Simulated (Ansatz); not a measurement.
# ZnO: Zn-67 NMR of the central transition

Cell: a Materials Project structure (computed, not necessarily an observed phase), taken as it stands.

```
Zn O
1.0
     3.23735    0.00000    0.00000
    -1.61868    2.80363    0.00000
     0.00000    0.00000    5.22206
Zn O
2 2
Direct
  0.66667 0.33333 0.50059
  0.33333 0.66667 0.00059
  0.66667 0.33333 0.87972
  0.33333 0.66667 0.37972
```

Sites (sets of like atoms) are named by element and the number of their first atom in this list.

The numbers come from a DFT calculation in Ansatz (PBE, plane waves and PAW, scalar-relativistic, 420 eV cutoff, Γ-centred 12×12×7 k-points, Fermi–Dirac smearing 0.01 eV).

Zn-67 has I = 5/2 and Q = 122.0 mb (Pyykkö 2018); at 9.4 T its Larmor frequency is ν₀ = 25.1 MHz. Only the quadrupole interaction is simulated: positions count from each site's isotropic chemical shift, and J coupling is left out, as are shift anisotropy and dipolar coupling, which fast spinning averages.

Simulated pattern of one Zn site (fast magic-angle spinning, Gaussian broadening 0.03 kHz):

| offset (kHz) | height |
| --- | --- |
| -0.9463 | 0 |
| -0.9184 | 1 |
| -0.8905 | 4 |
| -0.8627 | 5 |
| -0.8348 | 5 |
| -0.8069 | 5 |
| -0.7791 | 5 |
| -0.7512 | 5 |
| -0.7233 | 5 |
| -0.6955 | 6 |
| -0.6676 | 6 |
| -0.6397 | 6 |
| -0.6119 | 7 |
| -0.5840 | 32 |
| -0.5562 | 78 |
| -0.5283 | 54 |
| -0.5004 | 43 |
| -0.4726 | 38 |
| -0.4447 | 36 |
| -0.4168 | 35 |
| -0.3890 | 34 |
| -0.3611 | 34 |
| -0.3332 | 34 |
| -0.3054 | 35 |
| -0.2775 | 37 |
| -0.2496 | 40 |
| -0.2218 | 44 |
| -0.1939 | 52 |
| -0.1660 | 72 |
| -0.1382 | 100 |
| -0.1103 | 24 |
| -0.0825 | 0 |

(1) Which |C_Q| and η does the pattern imply?

Results:

(1) The pattern spans 0.780 kHz before broadening and its centre of gravity is at -0.364 kHz, which fixes P_Q; the places of the horns and steps fix η. That gives P_Q = 1.23 MHz, |C_Q| = 1.23 MHz and η = 0.00. The sign of C_Q can't be read from the pattern.

An axis of threefold or higher order runs through Zn, so V_zz lies along it and η is zero.

At this cell the PBE pressure is 6 GPa, so with PBE the cell would grow if it were relaxed. The entry's cell may itself be off. With a gap of 0.8 eV on this mesh, small gradients can still move by 0.1 × 10²¹ V/m² or more as the k-mesh gets denser.

Hardware: 1 thread of Arm Neoverse V2 (aarch64; 8 cores open to the job, memory cap 3.0 GiB, no GPU), a shared host with a load of 0.1 a core. Wall time 9.2 s, CPU time 8.8 s, peak memory 0.4 GiB.
